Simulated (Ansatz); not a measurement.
Values for one crystal, relaxed and computed with plane-wave PAW PBEsol (Ansatz code); other levels are named.

* **Volume per atom**: 14.88 Å³
* **Electronic character**: metallic (no gap)
* **Elastic constants (relaxed ions, GPa)**: C11 = 351, C22 = 200, C33 = 290, C12 = 175, C13 = 152, C23 = 179, C44 = 94.4, C55 = 70.4, C66 = 113
* **Hill bulk and shear moduli**: 200 and 67.8 GPa
* **Mechanical stability**: stable (all eigenvalues of C positive)
* **Density of states at the Fermi level**: 0.73 states/eV per atom (mean over ±0.08 eV)
* **Debye temperature from the elastic constants**: 358 K

### Question
Which compound is it?
A. SiNi, Pnma (Si on 4c, Ni on 4c)
B. AsRu, Pnma (As on 4c, Ru on 4c)
C. Ga2BiAs, R3m (Ga on 3a, Ga on 3a, Bi on 3a, As on 3a)
D. TaAs2, C2/m (Ta on 4i, As on 4i, As on 4i)

### Answer
B, AsRu, Pnma (As on 4c, Ru on 4c)

The first step of the workflow began from a Materials Project structure, measured or hypothetical; the Crystallography Open Database copy checked does not list it. Its standing as an ambient phase is unchecked. The cell was relaxed with PBEsol under the symmetry of its start; whether a distortion lowers the energy is not shown. The workflow began spin-polarised and lost its moments. As this level gives no gap, shear constants depend on the k-mesh and smearing (Fermi–Dirac, 0.1 eV here). On the denser mesh and wider smearing of the elastic run this cell carries a stress of 0.4 GPa. Scalar-relativistic: spin–orbit coupling is off unless named, which matters more the heavier the elements.

Potentials: the later of the program's two PAW sets.
